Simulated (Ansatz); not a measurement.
Input and command of a calculation in Ansatz (plane waves; scalar-relativistic PAW potentials unless the input names others):

```yaml
crystal:
  lattice:
    - [1.3513197392, 0.7801848152, 4.2327693516]
    - [-1.3513197392, 0.7801848152, 4.2327693516]
    - [0.0, -1.5603696303, 4.2327693516]
  atoms:
    - { symbol: Ni, position: [0.0, 0.0, 0.0], spin: -1.12 }
    - { symbol: Pt, position: [0.5, 0.5, 0.5], spin: -0.27 }
basis:
  ecutwfc: 500
kpoints:
  mp_grid: { grid: [1, 1, 1] }
hamiltonian:
  xc: r2scan
scf:
  occupations: { method: gaussian, width: 0.1 }
  max_iter: 100
output:
  forces: true
  eigenvalues: true
  stress: true
magnetization:
  spin_polarized: true
```

```bash
ansatz run input.yaml --threads 1 --pin off --max-ram 2560MiB --backend cpu --events-out ev --progress --plain --runs-dir out
```

Abridged log:
```
Basis set: ecut = 500 eV, 675 PW (Γ), FFT grids on a1−a3, a2−a3, a3, exchange–correlation on 80×80×144 points (64 copies of the dense FFT grid, shifted against one another)
Bands: 23, of which v1, the nominal top of the filled ones, is band 18 counted from 1 (17 counted from 0)
Symmetry: 12 space group operations
k-points: 1
SCF iter   1: F=—  HF=-18386.321757 eV  |F-HF|=—  |Δ(HF+E_count)|=         —  Δρ=7.61e-2 (↑7.61e-2 ↓5.17e-2) dr2=1.89e0  dr2_τ=3.97e-2  dr2_m=2.91e-1  M=-2.227 μB ∫|m|=2.234 μB  β_m=0.50  ethr=3.10e-3  ⟨swp⟩=5.0  Hψ=190  notcnv=0
Mixer restart at iter 1: flushing history
SCF iter   2: F=—  HF=-18387.787827 eV  |F-HF|=—  |Δ(HF+E_count)|=    1.47e0  Δρ=5.00e-2 (↑5.00e-2 ↓3.01e-2) dr2=5.53e-1  dr2_τ=1.10e-2  dr2_m=1.20e-1  M=-2.266 μB ∫|m|=2.288 μB  β_m=1.00  ethr=3.10e-3  ⟨swp⟩=2.5  Hψ=92  notcnv=0  defer=1  κ⁻¹=1.0e0(r=1)
SCF iter   3: F=—  HF=-18388.322565 eV  |F-HF|=—  |Δ(HF+E_count)|=   5.35e-1  Δρ=2.84e-2 (↑2.84e-2 ↓2.53e-2) dr2=3.41e-1  dr2_τ=5.15e-3  dr2_m=3.33e-2  M=-2.067 μB ∫|m|=2.216 μB  β_m=1.00  ethr=1.54e-3  ⟨swp⟩=2.5  Hψ=84  notcnv=0  defer=1  κ⁻¹=7.6e-1(r=2)
SCF iter   4: F=—  HF=-18388.687528 eV  |F-HF|=—  |Δ(HF+E_count)|=   3.65e-1  Δρ=1.45e-2 (↑1.26e-2 ↓1.45e-2) dr2=4.53e-2  dr2_τ=1.78e-3  dr2_m=1.06e-2  M=-2.000 μB ∫|m|=2.257 μB  β_m=1.00  ethr=9.46e-4  ⟨swp⟩=3.5  Hψ=93  notcnv=0  defer=2  κ⁻¹=3.8e-2(r=3)
SCF iter   5: F=—  HF=-18389.221835 eV  |F-HF|=—  |Δ(HF+E_count)|=         —  Δρ=3.75e-2 (↑3.75e-2 ↓2.79e-2) dr2=5.15e-2  dr2_τ=6.43e-3  dr2_m=2.47e-1  M=-2.000 μB ∫|m|=2.629 μB  β_m=1.00  ethr=1.26e-4  ⟨swp⟩=2.0  Hψ=87  notcnv=0  defer=2
Mixer restart at iter 5: flushing history
SCF iter   6: F=—  HF=-18389.059350 eV  |F-HF|=—  |Δ(HF+E_count)|=   1.62e-1  Δρ=4.05e-2 (↑4.05e-2 ↓1.12e-2) dr2=7.37e-1  dr2_τ=8.22e-3  dr2_m=5.65e-2  M=-2.000 μB ∫|m|=2.440 μB  β_m=1.00  ethr=1.39e-4  ⟨swp⟩=2.5  Hψ=92  notcnv=0  defer=2
SCF iter   7: F=—  HF=-18389.002276 eV  |F-HF|=—  |Δ(HF+E_count)|=   5.71e-2  Δρ=2.53e-2 (↑2.53e-2 ↓8.87e-3) dr2=2.03e-1  dr2_τ=6.24e-3  dr2_m=2.69e-2  M=-2.000 μB ∫|m|=2.544 μB  β_m=1.00  ethr=1.39e-4  ⟨swp⟩=3.0  Hψ=112  notcnv=0  defer=2  κ⁻¹=1.0e0(r=1)
SCF iter   8: F=—  HF=-18388.989610 eV  |F-HF|=—  |Δ(HF+E_count)|=   1.27e-2  Δρ=2.27e-3 (↑1.35e-3 ↓2.27e-3) dr2=9.93e-4  dr2_τ=4.22e-5  dr2_m=3.98e-4  M=-2.000 μB ∫|m|=2.510 μB  β_m=1.00  ethr=1.39e-4  ⟨swp⟩=2.0  Hψ=95  notcnv=0  defer=2  κ⁻¹=2.1e-3(r=2)
   ...
SCF iter   1: F=—  HF=-18388.992932 eV  |F-HF|=—  |Δ(HF+E_count)|=         —  Δρ=8.59e-6 (↑8.59e-6 ↓3.87e-6) dr2=3.19e-8  dr2_τ=1.89e-10  dr2_m=1.65e-9  M=-2.000 μB ∫|m|=2.512 μB  ethr=2.78e-10  ⟨swp⟩=2.0  Hψ=443  notcnv=0
spin=Collinear: Kerker preconditioning applied to the charge; magnetization (m = ρ↑ − ρ↓) channel mixes plain (no charge-response kernel on spin).
SCF iter   2: F=—  HF=-18389.267325 eV  |F-HF|=—  |Δ(HF+E_count)|=   2.74e-1  Δρ=6.60e-3 (↑6.60e-3 ↓4.16e-3) dr2=7.09e-3  dr2_τ=9.49e-4  dr2_m=4.64e-3  M=-2.000 μB ∫|m|=3.057 μB  ethr=5.86e-6  ⟨swp⟩=2.0  Hψ=259  notcnv=0
SCF iter   3: F=—  HF=-18389.271022 eV  |F-HF|=—  |Δ(HF+E_count)|=   3.70e-3  Δρ=2.12e-3 (↑2.12e-3 ↓8.48e-4) dr2=1.39e-3  dr2_τ=2.08e-5  dr2_m=2.16e-4  M=-2.000 μB ∫|m|=3.076 μB  ethr=2.78e-6  ⟨swp⟩=2.0  Hψ=144  notcnv=0
SCF iter   4: F=—  HF=-18389.270966 eV  |F-HF|=—  |Δ(HF+E_count)|=   5.54e-5  Δρ=9.15e-5 (↑7.43e-5 ↓9.15e-5) dr2=2.17e-6  dr2_τ=7.77e-8  dr2_m=8.67e-7  M=-2.000 μB ∫|m|=3.080 μB  ethr=2.78e-6  ⟨swp⟩=1.0  Hψ=100  notcnv=0
SCF iter   5: F=-18389.270969 eV  HF=-18389.270969 eV  |F-HF|=1.55e-9  |Δ(HF+E_count)|=   2.61e-6  Δρ=7.69e-6 (↑6.59e-6 ↓7.69e-6) dr2=1.96e-8  dr2_τ=1.50e-9  dr2_m=4.26e-9  M=-2.000 μB ∫|m|=3.079 μB  ethr=2.78e-10  ⟨swp⟩=3.0  Hψ=152  notcnv=0
SCF iter   6: F=-18389.270969 eV  HF=-18389.270969 eV  |F-HF|=1.43e-9  |Δ(HF+E_count)|=  6.18e-11  Δρ=7.71e-6 (↑6.58e-6 ↓7.71e-6) dr2=1.95e-8  dr2_τ=1.51e-9  dr2_m=4.29e-9  M=-2.000 μB ∫|m|=3.079 μB  ethr=5.43e-11  ⟨swp⟩=2.0  Hψ=175  notcnv=0
SCF 2 converged in 6 iterations: F = -18389.270969 eV  dr2 = 1.95e-8
Initial wavefunctions: those read from a saved state, or passed on in memory by an earlier step or the calling program
SCF iter   1: F=-18389.270969 eV  HF=-18389.270969 eV  |F-HF|=1.40e-9  |Δ(HF+E_count)|=         —  Δρ=7.71e-6 (↑6.58e-6 ↓7.71e-6) dr2=1.95e-8  dr2_τ=1.51e-9  dr2_m=4.29e-9  M=-2.000 μB ∫|m|=3.079 μB  β_m=1.20  ethr=5.36e-11  ⟨swp⟩=1.0  Hψ=191  notcnv=0
SCF iter   2: F=-18389.270969 eV  HF=-18389.270969 eV  |F-HF|=3.51e-8  |Δ(HF+E_count)|=   1.15e-8  Δρ=1.21e-5 (↑1.21e-5 ↓3.36e-6) dr2=3.98e-8  dr2_τ=7.69e-10  dr2_m=1.00e-8  M=-2.000 μB ∫|m|=3.079 μB  ethr=5.36e-11  ⟨swp⟩=5.0  Hψ=142  notcnv=0
SCF 3 converged in 2 iterations: F = -18389.270969 eV  dr2 = 3.98e-8
SCF converged after 2 iterations
Magnetization: -2.0000 μB (17.0000 up, 19.0000 down)
Absolute magnetization: 3.0684 μB (∫|ρ↑−ρ↓|, with the PAW one-centre terms)
Spin contamination: 0.7374 ħ² per cell (⟨S²⟩ above its minimum at these occupations)
Per-site moments (μB) at R_I (Å): [(-1.60282189, 1.08463480), (0.16237944, 1.08463480)]
Free energy (F): -18389.270969 eV
Harris-Foulkes:  -18389.270969 eV  (|F-HF|=3.51e-8)
Internal energy: -18389.270969 eV  (E = F + TS)
E sigma→0 (E₀):  -18389.270969 eV
Fermi energy:    20.079826 eV
--- Forces (eV/Å), atoms counted from 1 ---
  atom   1  Ni     0.00000000     0.00000000     0.00000000
  atom   2  Pt     0.00000000     0.00000000     0.00000000
--- Stress (GPa, compression-positive) ---
      -33.383623      -9.113305      -1.654673
       -9.113305     -22.860485      -0.955326
       -1.654481      -0.955215      44.249046
  P = ⅓ Tr σ = -3.9984 GPa (-39.984 kbar)
```

**Question.** What is wrong with this input?

**Answer.** The fault is one k-point for a small cell (kpoints.mp_grid.grid: [18, 18, 18] → [1, 1, 1], the first being the value of the sound run). Setting it back cures it. The run converged all the same, with an energy at zero smearing 3.5 eV/atom below the reference's, pressure -4.00 GPa, largest force 0.000 eV/Å, gap on the mesh 1.26 eV, so convergence alone doesn't show that an input is right. A reference run from the same start on usual settings converged with pressure 0.00 GPa, largest force 0.000 eV/Å, no gap on the mesh.

It took 20 s on 1 thread of Arm Neoverse V1 (shared host), peak memory 0.34 GiB.